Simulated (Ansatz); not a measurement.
SiO₂ (alpha-quartz type, space group P3_121)

```
SiO2
1.0
    5.02210     0.00000     0.00000
   -2.51105     4.34927     0.00000
    0.00000     0.00000     5.51028
Si O
3 6
Cartesian
  2.39416   0.00000   1.83676
 -1.19708   2.07340   3.67352
  1.31397   2.27587   0.00000
  1.44053   1.11074   1.13026
  3.33991   0.69217   2.96702
  2.75271   2.54636   4.80378
 -1.07052   3.23853   2.54325
  0.24166   1.80291   4.38001
  0.82886   3.65710   0.70650
```

The slice is a (-1 1 0 2) plane (indices of the conventional cell) through the point (0.000, 0.477, 0.667) (fractional), spanned by u = [110] and v = [1 -1 1] in vectors of this cell: u (5.02 Å) and v (10.30 Å, at 90° to u). It covers one period; positions are fractions (u, v).

Calculation: PBE (plane waves to 420 eV, PAW, scalar-relativistic; Ansatz, an electronic-structure program). k mesh 8×8×6. Near the nuclei the fields are pseudised (PAW); where an atom keeps semicore shells as valence, they peak there. SiO2 was relaxed with its symmetry unable to fall.

Problem. Around which element is the density of the highest valence band (whole band, smooth part) largest on this plane?

Solution. O. Mean over a disc round each atom, of radius 0.45 times the shortest bond: O 0.073, Si 0.002 e/Å³.

Problem. Predict the map of the electrostatic potential energy of an electron, from the cell's mean on the slice.

Solution. 
```
|xxxx    ==########++      xx|
|        ==**********++::    |
|        --****++++**##++--  |
|++******####**++++**####**++|
|%%%%@@@@@@%%##**####%%%%%%##|
|%%@@@@@@@@@@%%%%%%%%%%%%%%%%|
|@@@@@@@@@@@@@@@@@@@@@@%%%%%%|
|%%@@@@@@@@@@@@@@@@@@@@%%%%%%|
|%%%%@@@@@@@@@@@@@@%%%%%%####|
|++**##%%@@@@@@@@%%%%####**++|
|  ..++##%%@@@@%%%%%%##**--  |
|    ..++##%%%%%%%%%%##++    |
|      ==##%%%%%%%%%%##==    |
|      ==**%%%%%%%%%%##++    |
|    --**##%%%%@@@@%%##**--  |
|==++++**####%%@@@@@@%%##**++|
|##**++++==++**##@@@@@@%%%%##|
|##++::      ..==##@@@@@@@@%%|
|##--            **@@@@@@@@%%|
|**    xxxxxx    ++@@@@@@@@%%|
|**    xxxxxx    **@@@@@@@@@@|
|++xx    xx    ::##@@@@@@@@%%|
|xxxxxxxx    ..++%%@@@@@@@@**|
|xxxxxxxx::==++##%%@@@@%%##==|
|xxxxxx  **####%%@@@@%%**--  |
|      ::**##%%@@@@%%##--    |
|xxxx    ++##%%@@%%##==    xx|
|xxxx    ++##%%%%##++      xx|
```
Scale: ten equal steps from 0.00 (start of ' ') to 8.43 (end of '@'), in the order ' .:-=+*#%@'. Values: electrostatic potential energy of an electron, from the cell's mean, in eV. The map has 14 points along u (two characters each, u = 0 at the left) and 28 along v (v = 0 in the bottom row). Points within 0.7 Å of a nucleus are blanked (x), as the pseudised field means little there. Values under 0 eV are set to 0. The zero, the cell's mean, hangs on the PAW cores.
